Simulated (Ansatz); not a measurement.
Bulk crystal (Hf) after relaxation:

```xyz
2
Lattice="3.2048 0.0000 0.0000 -1.6024 2.7754 0.0000 0.0000 0.0000 5.0676" Properties=species:S:1:pos:R:3 pbc="T T T"
Hf    0.0000    1.8503    3.8007
Hf    1.6024    0.9251    1.2669
```

Miller indices refer to the conventional cell of P6_3/mmc (No. 194), a = 3.205 Å, b = 3.205 Å, c = 5.068 Å, α = 90.00°, β = 90.00°, γ = 120.00°.

The (001) slab of 5 planes, 10.1 Å thick with 15 Å of vacuum as cut; outer planes Hf (top) and Hf (bottom).

Method: DFT PBE, scalar-relativistic, plane waves, PAW (Ansatz). Plane waves to 420 eV, a k mesh through Γ of 12×12×1 on the computed 5-atom cell and Gaussian smearing (0.10 eV); no spin polarisation. A dipole correction removes the field between periodic images along c.

Results for the relaxed slab:

```yaml
Surface_energy_mean_of_both_faces: 1.74 J/m²
Work_function: 4.40 eV
```

Relaxation lowers the energy by 0.121 J/m² a face; the largest move is 0.111 Å.

```csv
plane (bottom to top),atoms,"spacing to next, bulk (Å)",relaxed (Å),change (%)
1,Hf,2.534,2.368,-6.5
2,Hf,2.534,2.589,+2.2
3,Hf,2.534,2.589,+2.2
4,Hf,2.534,2.368,-6.5
5,Hf,,,
```

Slabs this thin can still miss converged surface energies by a few hundredths of a J/m² and work functions by about a tenth of an eV.

Spin-orbit coupling is left out, which matters for the bands of heavy elements.

Worked out: the slab's 5 atoms lie 1.931 eV above the same atoms in the bulk. Shared over two faces of 8.89 Å² this is 108.5 meV/Å², and 1 eV/Å² is 16.02 J/m², which gives 1.74 J/m². The cut crosses 3 bonds a cell (neighbours within 10 % of the shortest distances), so each costs 0.64 eV on this count. The top spacing shrinks by 6.5 %, as is usual at a metal's surface, where atoms that lost neighbours bind closer to those left; the next one widens by 2.2 %, so the relaxation alternates in sign.
